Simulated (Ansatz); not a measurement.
A geometry of Nb away from equilibrium: step 2 of the relaxation of a relaxed Nb cell, doubled along one cell vector, shaken by Gaussian noise of σ = 0.08 Å a coordinate. All values below come from r2SCAN (plane waves to 500 eV, PAW, scalar-relativistic; Ansatz, a program for electronic structure). Γ-centred k-mesh 13×7×6 on the run's cell (coarser than for final values), Fermi–Dirac smearing 0.05 eV.

```
CELL_PARAMETERS angstrom
      2.86011    -0.00925    -0.01166
     -2.87614     4.97322    -0.00056
     -0.02139    -0.01294     5.23219
ATOMIC_POSITIONS crystal
  Nb 0.41520 0.35241 0.73319
  Nb 0.39832 0.85118 0.73839
  Nb 0.68690 0.16840 0.26252
  Nb 0.60974 0.67134 0.26292
```

Problem. Predict the force on each atom, in eV/Å.

Solution. 
```csv
atom,Fx,Fy,Fz
Nb1,0.41,0.29,1.40
Nb2,0.11,0.23,1.32
Nb3,-0.37,-0.16,-1.44
Nb4,-0.15,-0.36,-1.28
```

Problem. What is the pressure?

Solution. +1.1 GPa, compression positive.

Problem. How far above the relaxed end point is this geometry?

Solution. 0.34 eV/atom; the path ends in R-3m (No. 166) at a tolerance of 0.01 Å, Im-3m (No. 229) at 0.1 Å.

No spin polarisation in the result.

The end of the path is a generated cell of Nb: the first start was made by placing the elements on the sites of a structure type, and the end was not matched to a known phase here, so it may be hypothetical. Known forms of Nb include space group No. 229.
